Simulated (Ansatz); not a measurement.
Consider the following.

HfO₂ (tetragonal-ZrO2 type, space group P4_2/nmc)

```xyz
6
Lattice="3.5675 0.0000 0.0000 0.0000 3.5675 0.0000 0.0000 0.0000 5.1667" Properties=species:S:1:pos:R:3 pbc="T T T"
Hf     0.0000     0.0000     0.0000
Hf     1.7838     1.7838     2.5833
O      0.0000     1.7838     1.0339
O      0.0000     1.7838     3.6172
O      1.7838     0.0000     1.5495
O      1.7838     0.0000     4.1328
```

This relaxed cell (volume V₀) is scaled evenly in all directions, its shape held. The atoms relax within the cell's symmetry.

Method: PBEsol (plane waves to 420 eV, PAW, scalar-relativistic; Ansatz, a program for electronic structure). k mesh 9×9×7 (Γ-centred), Fermi-Dirac smearing 0.05 eV. E stands for the smeared free energy. Compression counts positive. With the shape held, the modulus is that of even scaling; a crystal free to change shape is softer. HfO2 is run without spin polarisation. HfO2 was relaxed with its symmetry unable to fall. Spin-orbit coupling is left out, though Hf is heavy. The PAW data are Ansatz's earlier set. This is a high-temperature form of HfO2. ΔE is measured from the relaxed starting cell.

The scan covers V/V₀ from 0.840 to 1.160 in 13 points.

**Question.** What is the fitted pressure derivative B₀′?

**Answer.** 4.8.

**Question.** What bulk modulus at fixed cell shape B₀ follows from a third-order Birch-Murnaghan fit?

**Answer.** 207 GPa.

(Under strain, the slope of the energy per volume gives the stress and its curvature an elastic modulus.)
